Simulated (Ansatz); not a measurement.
# Pd (simple cubic): energy against volume

Theory: DFT, PBEsol, plane waves (420 eV) with PAW, scalar-relativistic (Ansatz 0.2.0). The PAW files were generated under PBE, with cores re-solved for the functional.

The cell is scaled uniformly from the relaxed one, with fractional coordinates and shape fixed. Energies are extrapolated to zero smearing, pressures are those at the given smearing. Magnetic state: non-magnetic.

A Birch-Murnaghan fit gives V₀ = 16.89 Å³/atom, B₀ = 147 GPa, B₀′ = 5.2.

(1) What are the energy above the minimum and the pressure at 16.224 Å³/atom?

(2) What are the energy above the minimum and the pressure at 18.252 Å³/atom?

(3) What are the energy above the minimum and the pressure at 18.928 Å³/atom?

## Answers

(1) 13.1 meV/atom and 6.67 GPa as computed.

(2) 43.2 meV/atom and -9.28 GPa as computed.

(3) 89.5 meV/atom and -12.37 GPa as computed.
